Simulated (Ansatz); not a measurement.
PbSe (rock salt)

```
PbSe
1.0
    0.00000     3.10883     3.10883
    3.10883     0.00000     3.10883
    3.10883     3.10883     0.00000
Se Pb
1 1
Direct
  0.00000   0.00000   0.00000
  0.50000   0.50000   0.50000
```

In this cell atom 2 (Pb, nearest neighbour Se at 3.109 Å; its periodic images, 4.4 Å or more away, move with it) is moved by u·(1.000, 0.000, 0.000) + v·(0.000, 0.000, 1.000); the rest is frozen.

Level of theory: PBE (plane waves to 420 eV, PAW, scalar-relativistic; Ansatz, a quantum-chemistry and plane-wave program). k mesh 8×8×8 (Γ-centred), Fermi-Dirac smearing 0.05 eV. Energies are smeared free energies. PbSe was relaxed with its symmetry unable to fall. Spin-orbit coupling is left out, though Pb is heavy. The PAW data are Ansatz's earlier set.

Changes of ΔE (meV/cell) from the point u = 0.000 Å, v = 0.000 Å when one coordinate moves alone (two changes are said to add if the coupling is within 5 % of the smaller one, nearly so within 20 %):

```tsv
point	change
u = 0.000 Å, v = -1.030 Å	3316.0
u = 0.000 Å, v = -0.687 Å	647.4
u = 0.000 Å, v = -0.343 Å	51.6
u = -1.030 Å, v = 0.000 Å	3316.0
u = -0.687 Å, v = 0.000 Å	647.4
u = -0.343 Å, v = 0.000 Å	51.6
u = 0.343 Å, v = 0.000 Å	51.6
u = 0.687 Å, v = 0.000 Å	647.4
u = 1.030 Å, v = 0.000 Å	3316.0
u = 0.000 Å, v = 0.343 Å	51.6
u = 0.000 Å, v = 0.687 Å	647.4
u = 0.000 Å, v = 1.030 Å	3316.0
```

Q: What is the change at u = -0.343 Å, v = 0.687 Å, where both move, and how far is it from the sum?

A: The sum of the single changes is 51.6 + (647.4) = 699.0; the calculation gives 713.7, so the coupling contributes 14.7 (over 20 % of the smaller single change, not additive).

Q: What is the change at u = -1.030 Å, v = 1.030 Å, where both move, and how far is it from the sum?

A: The sum of the single changes is 3316.0 + (3316.0) = 6632.0; the calculation gives 3199.3, so the coupling contributes -3432.7 (over 20 % of the smaller single change, not additive).

Q: What is the change at u = -0.343 Å, v = 1.030 Å, where both move, and how far is it from the sum?

A: The sum of the single changes is 51.6 + (3316.0) = 3367.6; the calculation gives 3102.6, so the coupling contributes -265.0 (over 20 % of the smaller single change, not additive).

(A displaced cell: forces are minus the slopes of the energy, force constants its curvatures, and phonons follow from these.)
